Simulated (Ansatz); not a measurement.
AlPd:
```yaml
crystal:
  lattice:
    - [1.39733, -5.01715, 0.00000]
    - [1.39733, 5.01715, 0.00000]
    - [0.00000, 0.00000, 4.21473]
  atoms:
    - { symbol: Al, position: [0.65514, 0.34486, 0.25000] }
    - { symbol: Pd, position: [0.91053, 0.08947, 0.25000] }
    - { symbol: Al, position: [0.34486, 0.65514, 0.75000] }
    - { symbol: Pd, position: [0.08947, 0.91053, 0.75000] }
```

Relaxed with r²SCAN.

### Question
Give the Bader charges and basin volumes of the independent atoms, r²SCAN (plane waves, PAW; program Ansatz).

### Answer


```tsv
atom	Bader charge (e)	Bader volume (Å³)
Al1	+1.74	7.3
Pd2	-1.74	22.2
```

Space group Cmcm. The start of the workflow was typed in or built on a structure type; neither database checked (COD, Materials Project) lists it. Its standing as an ambient phase is unchecked. The cell was relaxed with r²SCAN under the symmetry of its start; whether a distortion lowers the energy is not shown. The run is not spin-polarised.

Potentials: the later of the program's two PAW sets.
